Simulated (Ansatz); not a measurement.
The relaxed structure here is a generated cell of Cu: the first start was made by placing the elements on the sites of a structure type, and the end was not matched to a known phase here, so it may be hypothetical. Known forms of Cu include space group No. 225.

A relaxed cell of Cu (P6₃/mmc (No. 194)), relaxed on a k-mesh at least as fine as the one used below. Calculation: r2SCAN (plane waves to 500 eV, PAW, scalar-relativistic; Ansatz, an electronic-structure program). Γ-centred k-mesh 8×15×4 on the run's cell (coarser than for final values), Fermi–Dirac smearing 0.05 eV.

```
Cu
1.0
    5.05173     0.00000     0.00000
   -1.26293     2.18746     0.00000
    0.00000     0.00000     8.29862
Cu
8
Cartesian
  0.00000   0.00000   0.00000
  2.52586   0.00000   0.00000
  0.00000   0.00000   4.14931
  2.52586   0.00000   4.14931
  0.00000   1.45831   2.07465
  2.52586   1.45831   2.07465
  1.26293   0.72915   6.22396
  3.78879   0.72915   6.22396
```

The atoms are displaced by (Å):

| atom | ux | uy | uz |
|---|---|---|---|
| Cu1 | 0.153 | 0.140 | 0.115 |
| Cu2 | -0.100 | -0.011 | 0.125 |
| Cu3 | 0.007 | 0.093 | -0.004 |
| Cu4 | -0.051 | -0.003 | 0.113 |
| Cu5 | -0.097 | 0.072 | 0.110 |
| Cu6 | -0.010 | -0.036 | 0.042 |
| Cu7 | -0.047 | -0.094 | 0.047 |
| Cu8 | 0.007 | -0.158 | -0.054 |

Q: What forces (eV/Å) and pressure result?

A: 
```
atom     Fx     Fy     Fz
----  -----  -----  -----
Cu1   -2.11  -1.16  -0.35
Cu2    1.90   0.96  -0.57
Cu3   -0.54  -0.55   0.34
Cu4    0.41   0.28  -0.58
Cu5    0.40  -0.20  -0.17
Cu6   -0.20   0.28   0.21
Cu7    0.20   0.05   0.20
Cu8   -0.06   0.33   0.92
```

Pressure +3.7 GPa.

Q: Estimate the energy cost of the displacement in the harmonic approximation and compare with the calculation.

A: For a harmonic well ΔE = −½ Σ F·u = 0.560 eV a cell, or 70 meV/atom. The calculated energy relative to the undisplaced cell is +0.07 eV/atom, so the harmonic estimate holds well.

No spin polarisation in the result.

The run that gave the undisplaced cell could not lose the symmetry of its start; a randomly shaken copy of 8 atoms returns to this structure.
